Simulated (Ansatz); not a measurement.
SiGe in space group R-3m (No. 166; Si on 6c, Ge on 6c) at seven volumes, plane-wave PAW PBE (Ansatz code), shape and atoms relaxed at each. One row is withheld.

```tsv
V (Å³/atom)	P (GPa)
19.988	8.64
20.647	5.27
21.306	2.41
21.965	0.00
22.624	?
23.283	-3.75
23.942	-5.19
```

Task: Fit the shown pressures and predict the withheld one.

Result: Third-order Birch–Murnaghan: P = (3/2)B₀(x^(7/2) − x^(5/2))[1 + (3/4)(B′ − 4)(x − 1)] with x = (V₀/V)^(2/3). Least squares on the six rows gives V₀ = 21.966 Å³/atom, B₀ = 73.58 GPa, B′ = 4.63. At V = 22.624, x = 0.9805 and P = -2.03 GPa. The run itself gave -2.04 GPa.

The start of the workflow was typed in or built on a structure type; neither database checked (COD, Materials Project) lists it. Its standing as an ambient phase is unchecked. Symmetry was held in the PBE relaxation; whether a distortion lowers the energy is not shown.

Potentials: the later of the program's two PAW sets.
